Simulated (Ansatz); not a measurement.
Input:

BAs (zinc blende)

```
CELL_PARAMETERS angstrom
      0.00000     4.80936     4.80936
      2.40468     2.40468     4.80936
      2.40468     2.40468     0.00000
ATOMIC_POSITIONS crystal
  As 0.00000 0.75000 0.75000
  As 0.50000 0.75000 0.75000
  B  0.00000 0.00000 0.00000
  B  0.50000 0.00000 0.00000
```

A phonon eigenvector at X = (0.5, 0.5, 0.0) is frozen into this cell: atom i moves by Q times the vector below, so Q is the largest atomic displacement, in Å. The cell is held. It is one choice among 2 degenerate patterns. (q is in reciprocal vectors of the primitive cell; the cell shown is doubled to hold the pattern.)

```tsv
atom	x	y	z
As1	0.105	0.000	0.000
As2	-0.105	0.000	0.000
B3	0.000	-1.000	0.000
B4	0.000	1.000	0.000
```

Level of theory: PBE (plane waves to 420 eV, PAW, scalar-relativistic; Ansatz, a first-principles code). k mesh 12×12×12 (Γ-centred), Fermi-Dirac smearing 0.05 eV. Energies are smeared free energies. BAs was relaxed with its symmetry unable to fall. The PAW data are Ansatz's earlier set. ΔE is measured from the undisplaced structure.

The scan covers Q from -0.280 to 0.280 Å in 13 points.

Is this a single well or a double well?

A single well with its minimum at or next to zero displacement.

Which space group does the distorted structure have?

C222_1 (No. 20), lowered from F-43m.

What is the energy change at Q = 0.280 Å?

1218 meV/cell.

What harmonic wavenumber does the curvature at Q = 0 give?

610 cm⁻¹.

(A displaced cell: forces are minus the slopes of the energy, force constants its curvatures, and phonons follow from these.)
